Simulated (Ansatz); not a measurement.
Relaxed candidate structures of AlN:

A. F-43m (No. 216), cF8, zinc blende type; a = b = c = 4.370 Å, α = β = γ = 90.00°; N 4c (0.250, 0.250, 0.250); Al 4a (0.000, 0.000, 0.000)

B. P6₃mc (No. 186), hP12, AFLOW prototype AB_hP12_186_a2b_a2b (B6, as in SiC); a = b = 3.0946 Å, c = 15.0823 Å, α = β = 90.00°, γ = 120.00°; Al 2a (0.000, 0.000, 0.001); Al 2b (0.333, 0.667, 0.336); Al 2b (0.667, 0.333, 0.169); N 2a (0.000, 0.000, 0.376); N 2b (0.333, 0.667, 0.210); N 2b (0.667, 0.333, 0.043)

C. P6₃/mmc (No. 194), hP8, AFLOW prototype AB_hP8_194_ad_f (B_i, as in TiAs); a = b = 2.845 Å, c = 9.498 Å, α = β = 90.00°, γ = 120.00°; Al 4f (0.667, 0.333, 0.122); N 2c (0.333, 0.667, 0.250); N 2a (0.000, 0.000, 0.000)

D. R3m, hexagonal axes (No. 160), hR6, AFLOW prototype AB_hR6_160_3a_3a (as in SiC); a = b = 3.1001 Å, c = 22.5248 Å, α = β = 90.00°, γ = 120.00°; Al 3a (0.000, 0.000, 0.969); Al 3a (0.000, 0.000, 0.192); Al 3a (0.000, 0.000, 0.413); N 3a (0.000, 0.000, 0.885); N 3a (0.000, 0.000, 0.107); N 3a (0.000, 0.000, 0.329)

E. P6₃mc (No. 186), hP4, wurtzite type; a = 3.107 Å, b = 3.107 Å, c = 4.978 Å, α = 90.00°, β = 90.00°, γ = 120.00°; Al 2b (0.667, 0.333, 0.492); N 2b (0.333, 0.667, 0.374)

Task: Rank these by energy per atom (lowest first), as r2SCAN (plane waves to 500 eV, PAW, scalar-relativistic; Ansatz, a quantum-chemistry and plane-wave program) gives it.

Result: E (reference, the lowest among the structures calculated here), D (+9 meV/atom), B (+17 meV/atom), A (+24 meV/atom), C (+252 meV/atom)

Task: Give each candidate's band gap.

Result: No candidate is metallic. A: 3.94 eV (no spin-orbit coupling); B: 4.44 eV (no spin-orbit coupling); C: 5.49 eV (no spin-orbit coupling); D: 4.86 eV (no spin-orbit coupling); E: 4.88 eV (no spin-orbit coupling).

 4 generated cells of layers, chains or molecules, poorly bound without dispersion, are left out. Each run could gain symmetry but not lose that of its start, so entries can be saddle points. From databases, or of a type measured for this composition: F-43m, cF8, zinc blende type; P6₃mc, hP4, wurtzite type; the others are generated cells (placed on structure types, drawn at random, substituted or restacked) that were not matched to a known phase here. Energies are at zero temperature and pressure, without zero-point motion. No spin polarisation in the result. Gaps of cells over 8 atoms come from the SCF mesh and high-symmetry points alone.
